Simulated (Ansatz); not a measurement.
A: La (dhcp type, space group P6_3/mmc), a = 3.786 Å, b = 3.786 Å, c = 12.033 Å, α = 90.00°, β = 90.00°, γ = 120.00°
B: Te (trigonal-Te type, space group P3_121), a = b = 4.6241 Å, c = 5.9034 Å, α = β = 90.00°, γ = 120.00°
C: MgH2 (rutile), a = b = 4.4844 Å, c = 2.9967 Å, α = β = γ = 90.00°

Scan: energy over volume and axial ratio (atoms clamped). All come from one method, each on a k mesh of its own. All were relaxed with their symmetry unable to fall. La is run without spin polarisation. Spin-orbit coupling is left out.

**Question.** Put the candidates in order of modulus against c/a change at fixed volume, (3/4V)·∂²E/∂(ln c/a)² (fitted), highest first, for r2SCAN (plane waves to 500 eV, PAW, scalar-relativistic; Ansatz, a program for electronic structure).

**Answer.** C (48 GPa), A (20 GPa), B (13 GPa)

(Under strain, the slope of the energy per volume gives the stress and its curvature an elastic modulus.)
